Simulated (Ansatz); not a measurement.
**Question.** Volume from LDA minus that from r²SCAN (% of the latter), each on its own relaxed cell (Ansatz, an electronic-structure program, plane waves, PAW; no spin–orbit coupling, no Hubbard U), over 20 phases of the class «phosphides, arsenides and antimonides»: what sign and size do you expect?

**Answer.** Mean -4.5 %, median -3.9 %, mean absolute 4.5 %; eight in ten lie between -7.0 and -3.2 %, and 0 % are above zero.

Some cases that may be named, with their rank among the 20 from the lowest: LaSb, rock salt -7.2 % (rank 1); YSb, rock salt -7.1 % (rank 2); InAs, zinc blende -4.0 % (rank 10); In2GaAs3, I-4m2 (In on 4e, Ga on 2a, As on 2d, As on 4f) -3.8 % (rank 11); BP, wurtzite -3.0 % (rank 19); PIr2, fluorite or antifluorite type -2.3 % (rank 20).

The phases are those computed here (of each formula those with measured values and the lowest at some level), not a balanced benchmark, and neither functional is the truth. Pairs that end in unlike spin orders or unlike minima (c/a over 6 % apart, 30 % for weakly bound crystals), magnets with 4f shells, solids of gases and phases set aside for tests are left out.

Not the usual ambient phase: BP, wurtzite. Standing as an ambient phase not checked: LaSb, rock salt; YSb, rock salt; In2GaAs3, I-4m2 (In on 4e, Ga on 2a, As on 2d, As on 4f); PIr2, fluorite or antifluorite type. Perhaps ordered models of mixed-site phases: In2GaAs3, I-4m2 (In on 4e, Ga on 2a, As on 2d, As on 4f). All cells were relaxed under the symmetry of their starts (and spin orders); stability against distortions was not tested throughout. Named crystals with no word on spin ran without spin polarisation. Spin–orbit coupling is left out wherever it is not named.

Potentials: the later of the program's two PAW sets.

Ansatz is a plane-wave DFT program.
